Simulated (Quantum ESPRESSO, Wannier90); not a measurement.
## Al$_{2}$Ru (I4/mmm), plane waves to Wannier functions

```xyz
3
Lattice="0.0000 -3.1208 0.0000 3.1208 0.0000 0.0000 -1.5604 1.5604 4.2218" Properties=species:S:1:pos:R:3 pbc="T T T"
Al    -1.5604     1.5604     1.3442
Al     1.5604    -1.5604    -1.3442
Ru     0.0000     0.0000     0.0000
```

Materials Project entry mp-1009834; symmetrised, unrelaxed at this level. Not found in the COD (Crystallography Open Database) copy used; not checked further. Method: LDA plane waves in Quantum ESPRESSO 7.5 (PseudoDojo norm-conserving files, 71 Ry, no spin polarisation, no spin-orbit coupling), Bloch states on a 8×8×8 mesh through Γ, Wannier90 4.0.1. Density: 14×14×14 mesh, Gaussian smearing 0.01 Ry.

A tight-binding model is made by disentanglement and projection with no localisation steps (num_iter = 0), so the 17 orbitals stay atom-like: hydrogen-like Al: s;p; Ru: s;p;d, axes along x, y, z; frozen window up to 1.50 eV relative to the Fermi level. It follows pw.x to 5.2 meV rms for states up to 1.0 eV relative to the Fermi level. Matrix elements depend on this choice of orbitals and windows.

Which pairs of orbitals on different sites are coupled most strongly? Give distance, modulus and how many such pairs a cell has.


| orbital | orbital | distance of the centres (Å) | modulus (eV) | pairs |
|---|---|---|---|---|
| Al pz | Al pz | 2.05 | 3.77 | 1 |
| Al pz | Ru pz | 3.20 | 1.78 | 2 |
| Al pz | Al s | 2.34 | 1.66 | 2 |
| Al px | Al py | 2.44 | 1.60 | 8 |
| Ru py | Ru py | 3.12 | 1.46 | 1 |
| Ru px | Ru px | 3.12 | 1.45 | 1 |
| Al px | Al px | 3.12 | 1.42 | 2 |
| Al py | Al py | 3.12 | 1.42 | 2 |
| Al s | Ru py | 2.57 | 1.27 | 8 |
| Al s | Ru px | 2.57 | 1.27 | 8 |
| Al s | Ru pz | 2.91 | 1.27 | 2 |
| Al py | Al pz | 2.73 | 1.26 | 8 |
| Al px | Al pz | 2.73 | 1.26 | 8 |
| Al s | Ru s | 2.57 | 1.22 | 8 |
| Al py | Al s | 2.57 | 1.20 | 8 |
| Al px | Al s | 2.57 | 1.20 | 8 |
| Al s | Ru pz | 2.57 | 1.20 | 8 |
| Al pz | Ru dz2 | 3.20 | 1.16 | 2 |
| Al py | Ru s | 2.72 | 1.13 | 8 |
| Al px | Ru s | 2.72 | 1.13 | 8 |
| Al py | Ru px | 2.72 | 1.11 | 8 |
| Al px | Ru py | 2.72 | 1.11 | 8 |
| Al px | Al px | 2.44 | 1.08 | 4 |
| Al py | Al py | 2.44 | 1.08 | 4 |
| Al pz | Al s | 2.90 | 1.07 | 8 |
| Al pz | Ru pz | 5.25 | 0.94 | 2 |
| Al px | Ru pz | 2.72 | 0.92 | 8 |
| Al py | Ru pz | 2.72 | 0.92 | 8 |
| Al pz | Ru s | 3.20 | 0.88 | 2 |
| Al pz | Ru s | 2.43 | 0.87 | 8 |
